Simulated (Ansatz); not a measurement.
MgO:
```yaml
crystal:
  lattice:
    - [3.48422, 0.00000, 0.00000]
    - [-1.74211, 3.01742, 0.00000]
    - [0.00000, 0.00000, 4.18571]
  atoms:
    - { symbol: Mg, position: [0.66667, 0.33333, 0.75000] }
    - { symbol: Mg, position: [0.33333, 0.66667, 0.25000] }
    - { symbol: O, position: [0.66667, 0.33333, 0.25000] }
    - { symbol: O, position: [0.33333, 0.66667, 0.75000] }
```

Relaxed with r²SCAN. Special points in fractions of this cell's reciprocal vectors: Γ (0.000, 0.000, 0.000); M (0.500, 0.000, 0.000); K (0.333, 0.333, 0.000); A (0.000, 0.000, 0.500); L (0.500, 0.000, 0.500); H (0.333, 0.333, 0.500).

List the band energies nearest the valence-band maximum at these points for r²SCAN (plane waves, PAW; program Ansatz).

In eV from the valence-band maximum; about four levels below and three above (degenerate sets whole), none deeper than 8.9 eV; … stands for higher levels left out; points with the same levels are listed once.

| k | below | above |
|---|---|---|
| Γ | -1.76 -1.76 -0.84 -0.84 0.00 | 4.09 10.42 … |
| M | -2.36 -1.96 -1.30 -0.54 | 7.67 10.03 … |
| K | -2.18 -2.18 -1.82 -1.82 -0.91 | 7.96 9.77 … |
| A | -1.32 -1.32 -1.32 -1.32 | 7.14 7.14 … |
| L | -1.55 -1.55 -0.83 -0.83 | 8.04 8.04 … |
| H | -2.49 -2.49 -0.40 -0.40 | 8.85 8.85 … |

Space group P6_3/mmc. The first step of the workflow began from a Materials Project structure, measured or hypothetical; the Crystallography Open Database copy checked does not list it. It is not the phase usual at ambient conditions (space group No. 225). The r²SCAN relaxation kept the symmetry of its start; its stability against distortions is not shown here.

Potentials: the later of the program's two PAW sets.
